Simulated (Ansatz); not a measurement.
## Two states of KVF3

```
V F K
1.0
     4.19572    4.19572    0.00000
     0.00000    4.19572    4.19572
     4.19572    0.00000    4.19572
V F K
2 6 2
Direct
  0.25000 0.25000 0.25000
  0.75000 0.75000 0.75000
  0.00000 0.50000 0.50000
  0.50000 0.00000 0.00000
  0.00000 0.50000 0.00000
  0.50000 0.00000 0.50000
  0.00000 0.00000 0.50000
  0.50000 0.50000 0.00000
  0.00000 0.00000 0.00000
  0.50000 0.50000 0.50000
```

The numbers come from plane-wave PAW DFT (Ansatz): r2SCAN, 500 eV, 5×5×5 Γ-centred k points, methfessel-paxton occupations (width 0.0573 eV). Nothing was relaxed.

State A: V1 up, V2 up (collinear spin). State B: V1 up, V2 down (collinear spin).

**Question.** Which state is lower, and how do they differ?

**Answer.** State B is lower by 7.6 meV an atom at zero smearing.

| state | free energy (meV/atom) | largest moment in a small sphere (μB) | net moment (μB/cell) | gap on mesh (eV) | pressure (GPa) | largest force (eV/Å) |
| --- | --- | --- | --- | --- | --- | --- |
| A | 7.6 | 2.29 | 6.00 | 1.61 | -3.5 | 0.00 |
| B | 0.0 | 2.28 | 0.00 | 2.25 | -3.9 | 0.00 |

Origin: a database entry at a rescaled volume. Caveats: an odd or shifted mesh can miss the band edges, so this level's true gap may be smaller.
